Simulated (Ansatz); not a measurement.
One crystal and one scan (scan of one atom of the cell) at two levels, PBE (plane waves to 420 eV, PAW, scalar-relativistic; Ansatz, a quantum-chemistry and plane-wave program) and PBEsol (plane waves to 420 eV, PAW, scalar-relativistic; Ansatz), each from its own relaxed cell and on its own mesh.

The crystal is TiSi2 (C54 type, space group Fddd); one Ti atom of a 6-atom cell moves by s along Cartesian x, with its periodic images.

Energies are smeared free energies. The PAW data are Ansatz's earlier set. TiSi2 is run without spin polarisation. TiSi2 was relaxed with its symmetry unable to fall. With partly filled bands, energies and forces of such displacements shift with the k mesh and the smearing.

```csv
quantity,run 1,run 2
Lattice constant a (Å),4.760,4.806
Lattice constant b (Å),8.180,8.265
Lattice constant c (Å),8.499,8.565
Relaxed volume (Å³/atom),13.79,14.18
Force constant k = d²E/ds² at s = 0 (finite differences) (eV/Å²),13.43,12.57
```

**Question.** Which run is which level?

**Answer.** Run 2 is PBE, run 1 is PBEsol. PBE gives the higher value for: lattice constant a; lattice constant b; lattice constant c; relaxed volume. PBE gives the lower value for: force constant k = d²E/ds² at s = 0. Both give the same shape of the curve: a single well with its minimum at or next to zero displacement.

(For displaced atoms, the force is minus the slope of the energy, and its curvature is a force constant, which sets phonon frequencies.)
